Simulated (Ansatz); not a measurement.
SnSe (Pnma), relaxed with r²SCAN (Ansatz, a quantum-chemistry and plane-wave program, plane waves, PAW): a = 11.6890 Å, b = 4.1249 Å, c = 4.6956 Å, α = 90.00°, β = 90.00°, γ = 90.00°.

| Item | Value |
|---|---|
| gap (eV) | 1.01 |
| ΔH_f (eV/atom) | -0.46 |

Task: The same phase is relaxed and computed with PBE in the same code. What are the cell and these values now?

Result: a = 11.8097 Å, b = 4.2089 Å, c = 4.5579 Å, α = 90.00°, β = 90.00°, γ = 90.00°.

* **gap (eV)**: 0.62
* **ΔH_f (eV/atom)**: -0.44

Weakly bound layers, chains or molecules computed without a dispersion correction, so cells and soft constants are ill determined: SnSe, Pnma (Sn on 4c, Se on 4c) with r²SCAN; SnSe, Pnma (Sn on 4c, Se on 4c) with PBE. All cells were relaxed under the symmetry of their starts (and spin orders); stability against distortions was not tested throughout. Scalar-relativistic: spin–orbit coupling is off unless named, which matters more the heavier the elements.

Potentials: the later of the program's two PAW sets.

Ansatz is a plane-wave DFT program.

Formation energies count from the lowest solids of the elements computed at the same level, not from gases.
